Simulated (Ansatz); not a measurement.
**MgS at 1 GPa: from Born charge to LO–TO splitting and polaron coupling**

All numbers below come from Ansatz 0.2.0, DFT PBEsol, scalar-relativistic, plane waves, PAW. Cutoff 420 eV, 8×8×8 k-points (Γ-centred), fixed occupations. No spin polarisation. Phonons by linear response, acoustic sum rule imposed.

The cell, relaxed at 1 GPa:
```cif
data_structure
_symmetry_space_group_name_H-M 'F-43m'
_symmetry_Int_Tables_number 216
_cell_length_a 5.6201
_cell_length_b 5.6201
_cell_length_c 5.6201
_cell_angle_alpha 90.000
_cell_angle_beta 90.000
_cell_angle_gamma 90.000
_cell_volume 177.52
loop_
_atom_site_label
_atom_site_type_symbol
_atom_site_symmetry_multiplicity
_atom_site_Wyckoff_symbol
_atom_site_fract_x
_atom_site_fract_y
_atom_site_fract_z
_atom_site_occupancy
Mg1 Mg 4 a 0.00000 0.00000 0.00000 1
S1 S 4 c 0.25000 0.25000 0.25000 1
```

Linear response gives ν_TO = 341.2 cm⁻¹, Born charges ±1.879 e (positive on Mg) and ε∞ = 4.149. The primitive cell holds 44.379 Å³, and the masses are 24.305 and 32.060 amu.

Problem. Find ν_LO and the static dielectric constant.

Solution. The long-wave field adds a restoring force: ω_LO² − ω_TO² = Z*²e²/(ε_vac ε∞ μV). In these units ν_LO² − ν_TO² = 4.92064×10⁷ Z*²/(μ V ε∞) cm⁻², with μ = m₁m₂/(m₁ + m₂) = 13.825 amu: 68222 cm⁻². So ν_LO = √(341.2² + 68222) = 429.7 cm⁻¹, and the run gives 429.7. Lyddane–Sachs–Teller then gives ε0 = ε∞ (ν_LO/ν_TO)² = 6.58, against 6.58 in the run (it forms both from the same three quantities, so the match checks the arithmetic only). Between ν_TO and ν_LO the dielectric function is negative and an undamped crystal reflects fully: a reststrahlen band from 23.3 to 29.3 μm.

Problem. What do the Clausius–Mossotti polarisability and the Szigeti charge come to?

Solution. With the Lorentz local field, α = (3V/4π)(ε∞ − 1)/(ε∞ + 2) = 5.43 Å³ for the pair, and e_S = 3Z*/(ε∞ + 2) = 0.92 e. The Born charge includes the electrons' response to the dipole's own local field, and e_S takes that enhancement out. The Lorentz field assumes point-like polarisable ions, a poor picture once ε∞ is this large, since the electron clouds then overlap or are shared, so both numbers are formal here.

Problem. How strongly does a slow electron couple to the LO mode?

Solution. For one isotropic parabolic band, Fröhlich's constant is α_F = (1/ε∞ − 1/ε0) √(m* Ry/ħω_LO), with Ry = 13.606 eV, ħω_LO = 53.3 meV and m* in free-electron masses: α_F = 0.0891 × 15.98 × √m* = 1.42 √m*. The band mass isn't part of this run; for m* = 0.1, 0.3 and 1 it gives 0.45, 0.78, 1.42. In weak coupling the polaron lies α_F ħω_LO below the band edge (42 meV at m* = 0.3) with a mass m*(1 + α_F/6); past α_F of about 5 or 6 that expansion fails. A semilocal functional's ε∞ tends to be too large, which taken alone lowers α_F.

This zinc-blende form isn't the usual stable structure of the compound.